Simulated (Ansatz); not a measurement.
NiGe:
```xyz
8
Lattice="5.3776 0.0000 0.0000 0.0000 3.4974 0.0000 0.0000 0.0000 5.8402" Properties=species:S:1:pos:R:3 pbc="T T T"
Ni     2.7200     0.8744     4.0350
Ni     2.6577     2.6231     1.8052
Ni     5.3465     2.6231     1.1149
Ni     0.0311     0.8744     4.7253
Ge     3.7118     0.8744     0.5160
Ge     1.6659     2.6231     5.3242
Ge     4.3547     2.6231     3.4361
Ge     1.0230     0.8744     2.4041
```

Relaxed with PBE. Special points in fractions of this cell's reciprocal vectors: Γ (0.000, 0.000, 0.000); X (0.500, 0.000, 0.000); S (0.500, 0.500, 0.000); Y (0.000, 0.500, 0.000); Z (0.000, 0.000, 0.500); U (0.500, 0.000, 0.500); R (0.500, 0.500, 0.500); T (0.000, 0.500, 0.500).

Task: List the band energies nearest the Fermi level at these points for plane-wave PAW PBE (Ansatz code).

Result: In eV from the Fermi level; about four levels below and three above (degenerate sets whole), none deeper than 8.9 eV; points with the same levels are listed once.

```tsv
k	below	above
Γ	-1.63 -1.06 -0.93 -0.80	0.60 0.81 3.75
X	-1.63 -1.63 -1.53 -1.53	0.74 0.74 1.43 1.43
S	-1.34 -1.34 -1.34 -1.34	0.26 0.26 0.26 0.26
Y	-1.21 -1.21 -0.50 -0.50	1.93 1.93 2.11 2.11
Z	-1.20 -1.20 -0.19 -0.19	1.03 1.03 2.50 2.50
U	-1.73 -1.73 -0.90 -0.90	0.71 0.71 2.41 2.41
R	-1.52 -1.52 -1.52 -1.52	2.40 2.40 2.40 2.40
T	-1.60 -1.60 -1.47 -1.47	0.40 0.40 0.62 0.62
```

Space group Pnma. The PBE relaxation kept the symmetry of its start. The run is not spin-polarised. Spin–orbit coupling is left out wherever it is not named.

Potentials: the earlier of the program's two PAW sets.
